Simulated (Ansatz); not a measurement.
Consider the following.

Starting cell, Te (trigonal-Te type, space group P3_121):

```
CELL_PARAMETERS angstrom
      9.04180     0.00000     0.00000
     -2.26045     3.91521     0.00000
      0.00000     0.00000     5.95427
ATOMIC_POSITIONS crystal
  Te 0.13406 0.00000 0.33333
  Te 0.63406 0.00000 0.33333
  Te 0.00000 0.26811 0.66667
  Te 0.50000 0.26811 0.66667
  Te 0.36594 0.73189 0.00000
  Te 0.86594 0.73189 0.00000
```

The atoms are displaced by Q × the pattern below (from a DFPT mode at M = (0.5, 0.0, 0.0), largest move 1; Q in Å), at fixed cell. (q is in reciprocal vectors of the primitive cell; the cell shown is doubled to hold the pattern.)

```tsv
atom	x	y	z
Te1	0.299	0.397	0.868
Te2	-0.299	-0.397	-0.868
Te3	-0.011	-0.006	0.814
Te4	0.011	0.006	-0.814
Te5	-0.494	-0.060	-0.868
Te6	0.494	0.060	0.868
```

The numbers are results of PBE (plane waves to 420 eV, PAW, scalar-relativistic; Ansatz, an electronic-structure program), not measurements. k mesh 9×9×6 (Γ-centred), Fermi-Dirac smearing 0.05 eV. The energy includes the smearing's −TS. Spin-orbit coupling is left out, though Te is heavy. Te was relaxed with its symmetry unable to fall. The zero of ΔE is the undisplaced structure.

The scan covers Q from -0.280 to 0.280 Å in 13 points.

Which space group does the distorted structure have?

P2_1 (No. 4), lowered from P3_121.

What is the energy change at Q = 0.280 Å?

215.8 meV/cell.

What harmonic wavenumber does the curvature at Q = 0 give?

46 cm⁻¹.

(For displaced atoms, the force is minus the slope of the energy, and its curvature is a force constant, which sets phonon frequencies.)
